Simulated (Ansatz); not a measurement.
The start is a generated cell, SrTiO3 placed in the cubic-perovskite structure type. Cell shape, volume and atoms are optimised at zero target pressure with PBE (plane waves to 420 eV, PAW, scalar-relativistic; Ansatz, a program for electronic structure). First-step values are on the input's coarse k-mesh.

Ansatz input (later rounds restart from its end on a renewed k-mesh):
Ansatz 0.2 input:
```yaml
crystal:
  lattice:
    - [3.865793, 0, 0]
    - [0, 3.865793, 0]
    - [0, 0, 3.865793]
  atoms:
    - { symbol: Sr, position: [0, 0, 0] }
    - { symbol: Ti, position: [0.5, 0.5, 0.5] }
    - { symbol: O, position: [0, 0.5, 0.5] }
    - { symbol: O, position: [0.5, 0.5, 0] }
    - { symbol: O, position: [0.5, 0, 0.5] }
basis: { ecutwfc: 420, ecutrho_ratio: 4, xc_grid: 2, fft_grid_basis: typed }
kpoints: { mp_grid: { grid: [6, 6, 6] } }
hamiltonian:
  xc: pbe
  dispersion: none
  pseudopotentials: { kind: paw }
scf: { occupations: { method: fermi_dirac, width: 0.05 } }
relax: { f_tol: 0.01, max_steps: 100, cell: { stress_tol: 0.02 } }
output: { forces: true, stress: true }
```

```json
{
  "initial_pressure": "+10.4 GPa (positive: the cell is compressed)",
  "outcome": "The space group stays Pm-3m (No. 221) (the run could not lower it); the end is cubic perovskite type, with 5 atoms in the primitive cell",
  "energy_released": "20 meV/atom",
  "volume_change": "+5.6 %, from 11.55 to 12.20 Å³/atom",
  "Shortest distances (start → end)": "The closest pairs of elements (up to four, under 3.6 Å), start → end: O–Ti 1.93 → 1.97 Å; O–Sr 2.73 → 2.78 Å; O–O 2.73 → 2.78 Å; Sr–Ti 3.35 → 3.41 Å",
  "band_gap_at_the_end": "1.84 eV, indirect (valence top at R, conduction bottom at Γ) (no spin-orbit coupling)",
  "optimiser_moves": "5"
}
```

Final structure:

Space group Pm-3m (No. 221); a = b = c = 3.9365 Å, α = β = γ = 90.00°

```
atom  site  symmetry       x       y       z
----  ----  --------  ------  ------  ------
Sr      1a      m-3m  0.0000  0.0000  0.0000
Ti      1b      m-3m  0.5000  0.5000  0.5000
O       3c    4/mm.m  0.0000  0.5000  0.5000
```

Final values are on a 8×8×8 k-mesh of the relaxed cell. No spin polarisation in the result.

The run could not lose the symmetry of its start.

All atoms sit on sites fixed by symmetry, so only the cell could relax.
